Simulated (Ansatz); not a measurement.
AgCl (rock salt) is sheared across one {110} plane: the third cell vector gains the shift, so faults repeat every 6.0 Å. The cut lies between planes 1.98 Å apart; the cell height is held.

```xyz
6
Lattice="3.9679 0.0000 0.0000 0.0000 5.6115 0.0000 1.9840 2.8057 5.9519" Properties=species:S:1:pos:R:3 pbc="T T T"
Cl     1.6533     2.3381     4.9599
Cl     1.6533     2.3381     0.9920
Cl     3.6373     5.1439     2.9759
Ag     1.6533     5.1439     4.9599
Ag     1.6533     5.1439     0.9920
Ag     3.6373     2.3381     2.9759
```

In-plane vectors a = (3.968, 0.000) Å, b = (0.000, 5.611) Å, area 22.27 Å². The shift is s times the vector a (length 3.968 Å), so s = 1 restores the start. The shift is rigid: no atom relaxes. γ = [E(shift) − E(0)] / area.

Method: PBE (plane waves to 420 eV, PAW, scalar-relativistic; Ansatz, an electronic-structure program). k mesh 7×7×7 (Γ-centred), Fermi-Dirac smearing 0.05 eV. E is the zero-smearing estimate. Stress and pressure are positive under compression. Faults lie only 6.0 Å apart, and holding the cell height and the atoms raises γ above its relaxed value. AgCl was relaxed with its symmetry unable to fall. The zero of γ is zero shift.

Q: Give the computed γ·area (meV/cell) and σ normal to the fault (GPa) at s = 0.083, 0.167, 0.583, 0.667, 0.917.

A: 
| s | γ·area (meV/cell) | σ normal to the fault (GPa) |
|---|---|---|
| 0.083 | 54 | 0.9 |
| 0.167 | 283 | 4.2 |
| 0.583 | 2627 | 33.7 |
| 0.667 | 1712 | 22.3 |
| 0.917 | 54 | 0.9 |

(The slope of γ gives the shear force per area between the displaced halves; near zero shift its curvature is an elastic stiffness.)
